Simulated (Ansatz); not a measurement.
Relaxed-ion elastic tensor of TiSi in space group Cmmm (No. 65; Ti on 2b, Si on 2d) in GPa (Voigt order), DFT-LDA in the program Ansatz with PAW potentials; density 4.58 g/cm³, 13.77 Å³ per atom.

```
 231   118   131   0.0   0.0   0.0
 118   169   111   0.0   0.0   0.0
 131   111   280   0.0   0.0   0.0
 0.0   0.0   0.0  19.5   0.0   0.0
 0.0   0.0   0.0   0.0   169   0.0
 0.0   0.0   0.0   0.0   0.0  93.9
```

Problem. Is the crystal mechanically stable?

Solution. Yes: the smallest eigenvalue of C is 19.5 GPa.

Problem. Work out the Voigt, Reuss and Hill averages.

Solution. K_V = 155, K_R = 146, K_H = 151; G_V = 77.9, G_R = 46.0, G_H = 62.0 GPa.

Problem. Give Young's modulus, Poisson's ratio, Pugh's ratio and the universal anisotropy index.

Solution. E = 9KG/(3K + G) = 164 GPa; ν = 0.32; K/G = 2.44 (ductile by the Pugh limit of 1.75); A_U = 5G_V/G_R + K_V/K_R − 6 = 3.53.

Problem. Estimate the sound speeds and the Debye temperature.

Solution. v_l = √((K + 4G/3)/ρ) = 7140 m/s, v_t = √(G/ρ) = 3680 m/s, mean 4120 m/s; Θ = (h/k)(3n/4πV)^(1/3) v_m = 512 K.

Problem. Solve the Christoffel equation for the three sound speeds along x, y, z.

Solution. Eigenvalues of C_ijkl n_j n_l equal ρv². In km/s, slowest first: x 4.53, 6.08, 7.10; y 2.07, 4.53, 6.07; z 2.07, 6.08, 7.82.

Problem. How much does each axis shrink under pressure?

Solution. Linear compressibilities β_i = Σ_j S_ij (j = 1 to 3): x 1.6, y 4.0, z 1.2 per TPa.

The workflow started from a Materials Project entry (that database holds measured and hypothetical structures alike); the Crystallography Open Database copy checked does not list it. COD files the formula under space group No. 25. Its standing as an ambient phase is unchecked. The cell was relaxed with LDA under the symmetry of its start; its stability against distortions is not shown here. The run is not spin-polarised. As this level gives no gap, shear constants depend on the k-mesh and smearing (Fermi–Dirac, 0.1 eV here).

Potentials: the earlier of the program's two PAW sets. The files were generated under PBE; for other functionals the program regenerates the frozen cores, and for LDA and PBEsol the local potential too.
